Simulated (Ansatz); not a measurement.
An element in the sc structure gives these cold pressures by all-electron LAPW under PBEsol (Ansatz 0.2.0, scalar-relativistic, no spin polarisation).

```csv
V (Å³/atom),P (GPa)
16.62,0.03
15.29,27.8
13.96,70.9
12.63,138.7
11.30,246.8
9.97,425.8
8.64,732.3
7.48,1218
```

Q: Which element is it?

A: Re. Its zero-pressure volume in this structure is near 16.6 Å³/atom; the volume and the steepness of P(V) together point to it, though neighbours can come close. Other candidates weren't computed, and some may come near.
